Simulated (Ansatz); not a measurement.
In the program Ansatz at the r²SCAN level (PAW), Mn3SiN in the trigonal phase (R-3m; Si on 3a, N on 3b, Mn on 9e) relaxes to a = 5.420 Å, c = 7.028 Å. Si has 12 nearest neighbours from 2.71 Å (cuboctahedral); N has 6 nearest neighbours from 1.95 Å (octahedral). Against the elements it lies at -0.35 eV/atom, with no fitted shifts.

Electronic character: metallic (no gap). The magnetic state found is antiferromagnetic.

The start of the workflow was typed in or built on a structure type; neither database checked (COD, Materials Project) lists it. Whether it is the stable phase at ambient conditions was not checked. The r²SCAN relaxation kept the symmetry of its start, as lowered by the spin order; whether a distortion lowers the energy is not shown. The final state is antiferromagnetic, chosen from 4 collinear starts compared on coarse meshes (ties went to the first, and starts can fall back to one state), not a proven ground state. Other orbital occupations within this spin state were not tried. No Hubbard U is applied. The references are the lowest solids computed at this level, not always the standard phases (solids in place of the gases).

Potentials: the earlier of the program's two PAW sets.
